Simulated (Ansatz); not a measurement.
Here is the system:

CuV₂CO₂:
```xyz
6
Lattice="2.8784 0.0000 0.0000 -1.4392 2.4928 0.0000 0.0000 0.0000 7.7497" Properties=species:S:1:pos:R:3 pbc="T T T"
O      0.0000     1.6618     5.4174
V      1.4392     0.8309     6.6514
C      0.0000     0.0000     0.0000
V      0.0000     1.6618     1.0983
O      1.4392     0.8309     2.3323
Cu     0.0000     0.0000     3.8749
```

This is the PBE+D3(BJ)-relaxed structure.

Problem. All from plane-wave PAW PBE+D3(BJ) (Ansatz code), unless another level is named. Estimate the highest zone-centre frequency.

Solution. 766 cm^-1.

Problem. What about the bulk modulus (Birch–Murnaghan fit)?

Solution. 187 GPa.

Space group P-3m1. The cell is a constructed one: a structure type filled with these elements; neither database checked (COD, Materials Project) lists it. Whether it is the stable phase at ambient conditions was not checked. Symmetry was held in the PBE+D3(BJ) relaxation. At this level the phase is dynamically unstable (imaginary phonons). No spin polarisation was allowed. No Hubbard U is applied. As this level gives no gap, phonon frequencies hold no LO–TO term and depend on the k-mesh and smearing (Fermi–Dirac, 0.1 eV here).

Potentials: the later of the program's two PAW sets.
